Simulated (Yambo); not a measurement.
```xyz
2
Lattice="0.0000 2.1132 2.1132 2.1132 0.0000 2.1132 2.1132 2.1132 0.0000" Properties=species:S:1:pos:R:3 pbc="T T T"
C      0.0000     0.0000     0.0000
Si     3.1698     3.1698     3.1698
```

SiC (zinc blende, space group F-43m, No. 216) under isotropic strain of -3 % on all lattice vectors: mean Im ε in 1 eV windows above the direct gap of 5.78 eV, for different electron-hole kernels (Yambo, broadening 0.15 eV, PBEsol (Quantum ESPRESSO, PseudoDojo norm-conserving, 82 Ry, no spin-orbit coupling) bands; 10×10×10 mesh, 3 valence and 1 conduction bands, static screening with 11 bands and a 4 Ry block, scissor 1.23 eV, Tamm-Dancoff; field along x).

```json
[
 {"window (eV)": "5.8 to 6.8", "independent quasiparticles": "3.5", "BSE": "8.9"},
 {"window (eV)": "6.8 to 7.8", "independent quasiparticles": "8.5", "BSE": "13"},
 {"window (eV)": "7.8 to 8.8", "independent quasiparticles": "15", "BSE": "11"}
]
```

This run doesn't resolve bound excitons or single peaks, so only averages are given, and they too depend on the mesh; weight that the attraction moves below the gap isn't listed. All transitions below 9.13 eV are in the band window. The scissor comes from a G0W0 run whose convergence isn't established.

Geometry strained from the cell relaxed with PBEsol, atoms relaxed again.
